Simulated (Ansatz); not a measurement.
# Property card for NaCl

NaCl:
Space group Pm-3m (No. 221); a = b = c = 3.4821 Å, α = β = γ = 90.00°

| atom | site | symmetry | x | y | z |
|---|---|---|---|---|---|
| Na | 1a | m-3m | 0.0000 | 0.0000 | 0.0000 |
| Cl | 1b | m-3m | 0.5000 | 0.5000 | 0.5000 |

Space group Pm-3m (No. 221), CsCl type; conventional cell a = b = c = 3.482 Å, α = β = γ = 90.00°.

Method: the program Ansatz at the HSE06 level (PAW). Structure relaxed to zero pressure with the same functional. Other levels are named where they apply.

Cell and energy:

```
Property              Value
---------------  ----------
Volume per atom    21.11 Å³
Density          2.30 g/cm³
```

Electronic structure:

```
Item                                                  Result
----------------------------------------  ------------------
Band gap                                  5.36 eV (indirect)
Valence-band maximum                                    at M
Conduction-band minimum                                 at Γ
Smallest direct gap on the standard path             5.90 eV
```

Mechanics:

```
Property                               Value
----------------------------------  --------
Bulk modulus (Birch–Murnaghan fit)  27.1 GPa
Pressure derivative B′                   4.7
```

Charges:

```
Quantity                      Value
-------------  --------------------
Bader charges  Na +0.89, Cl -0.89 e
```

This is a known high-pressure phase of the composition, computed here at zero pressure and temperature. The cell was relaxed with HSE06 under the symmetry of its start; whether a distortion lowers the energy is not shown. The hybrid was solved on a coarse mesh, the path and, where they were found, the r²SCAN edge points; its band edges are the extreme levels among these.

Potentials: the earlier of the program's two PAW sets.
